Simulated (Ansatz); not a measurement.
Ta₂N:
```
Ta2N
1.0
    5.29091     0.00000     0.00000
   -2.64546     4.58207     0.00000
    0.00000     0.00000     4.93050
Ta N
6 3
Direct
  0.66697   0.66697   0.75315
  0.33303   0.33303   0.24685
  0.33303   0.00000   0.75315
  0.66697   0.00000   0.24685
  0.00000   0.33303   0.75315
  0.00000   0.66697   0.24685
  0.66667   0.33333   0.50000
  0.33333   0.66667   0.50000
  0.00000   0.00000   0.00000
```

Relaxed with r²SCAN.

Problem. Map the electron localisation function on the plane through (0.667, 0.667, 0.753) spanned by u = [1, 0, 0] and v = [0, 0, 1] in lattice vectors, from plane-wave PAW r²SCAN (Ansatz code).

Solution. x is the fraction of u, y of v (the angle between them is 90°; rows are the nearest grid lines); atoms in the plane: Ta at (0.00, 0.00), Ta at (0.33, 0.49), N at (0.67, 0.75).
```
|017962257765432233321269710|
|137862256764323456642159831|
|678842256653334688874138976|
|998521356543347999997325899|
|775212355443469998999622477|
|332123444333579974489941123|
|233332212111379951169974222|
|444321234431159986699964334|
|554312478875227999999753345|
|664224798898413799997533356|
|664236885579721478875323456|
|764238851048841245543234567|
|764238850038851123322235677|
|874227974368841123323346788|
|874214898888621233334467788|
|775212589986311234444567887|
|665311245653223444455677776|
|443321112222234555555666554|
|321112345566666555554322233|
|764211356777766544443213577|
|998521357887765433332126899|
|679841257887654333321148876|
|137862257876543223221269831|
|017962257765432233321269710|
```
Scale: ten equal steps from 0.017 (start of '0') to 0.806 (end of '9'), in the order '0123456789'; x runs from 0.000 to 1.00, y from 0.000 (bottom) to 1.00 (top).

The density is the valence pseudo-density with augmentation charge, so density and ELF within about 1 Å of a nucleus are not all-electron values.

Space group P-31m. The first step of the workflow began from a Materials Project structure, measured or hypothetical; the Crystallography Open Database copy checked does not list it. Its standing as an ambient phase is unchecked. The r²SCAN relaxation kept the symmetry of its start; whether a distortion lowers the energy is not shown. The run is not spin-polarised. Spin–orbit coupling is left out wherever it is not named.

Potentials: the later of the program's two PAW sets.
